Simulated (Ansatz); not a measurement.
Given:

ZnO:
```
ZnO
1.0
    3.18716     0.00000     0.00000
   -1.59358     2.76016     0.00000
    0.00000     0.00000     5.15318
Zn O
2 2
Direct
  0.66667   0.33333   0.50097
  0.33333   0.66667   0.00097
  0.66667   0.33333   0.87934
  0.33333   0.66667   0.37934
```

This is the LDA-relaxed structure. x, y and z are the axes in which the lattice vectors are written.

Q: All from DFT-LDA in the program Ansatz with PAW potentials, unless another level is named. Predict the Young's modulus.

A: 117 GPa.

Q: And the elastic constants (relaxed ions, GPa)?

A: C11 = 221, C12 = 139, C13 = 124, C33 = 238, C44 = 37.7.

Space group P6_3mc (wurtzite). The cell was relaxed with LDA under the symmetry of its start.

Potentials: the earlier of the program's two PAW sets. The files were generated under PBE; for other functionals the program regenerates the frozen cores, and for LDA and PBEsol the local potential too.
